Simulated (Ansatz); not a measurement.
Clamped-ion strain scan in Al

Method: DFT PBEsol, scalar-relativistic, plane waves, PAW in Ansatz. Cutoff 420 eV, Γ-centred 18×18×6 k-points, Gaussian smearing of 0.15 eV. No spin polarisation. Energies are free energies at this smearing, counted from the undisturbed cell; pressure is positive in compression.

Reference structure (relaxed at this level; this form isn't the usual structure):

```
Al
1.0
     2.83628    0.00000    0.00000
    -1.41814    2.45629    0.00000
     0.00000    0.00000    9.32215
Al
4
Cartesian
  0.0000 0.0000 0.0000
  0.0000 1.6375 2.3305
  0.0000 0.0000 4.6611
  1.4181 0.8188 6.9916
```

The cell is strained by ε times the Voigt pattern (0, 0, 0, 0, 1, 0) (xx, yy, zz, yz, xz, xy; engineering shear) with fractional coordinates fixed. The cell is metallic on the mesh throughout.

| ε | ΔE (meV/atom) | stress summed along the pattern (GPa, tension positive) | pressure (GPa) |
| --- | --- | --- | --- |
| -0.1500 | 30.6 | -4.12 | 1.7 |
| -0.0750 | 7.9 | -2.07 | 0.4 |
| 0.0000 | 0.0 | 0.00 | 0.0 |
| 0.0375 | ? | 1.00 | ? |
| 0.1125 | 17.1 | 2.84 | 1.0 |
| 0.1312 | 23.2 | 3.43 | 1.3 |

By symmetry 0.1500 repeats -0.1500, -0.1125 repeats 0.1125, 0.0750 repeats -0.0750, -0.0375 repeats 0.0375 in energy; the slope of the energy along the path changes sign there.

Problem. Give the withheld values.

Solution. ΔE (meV/atom) at ε = 0.0375: 1.9; pressure (GPa) at ε = 0.0375: 0.1.

Cost: 6 runs of about 4.7 core-minutes in all, on Intel Xeon Processor @ 2.50GHz (Skylake/Cascade Lake) (shared hosts).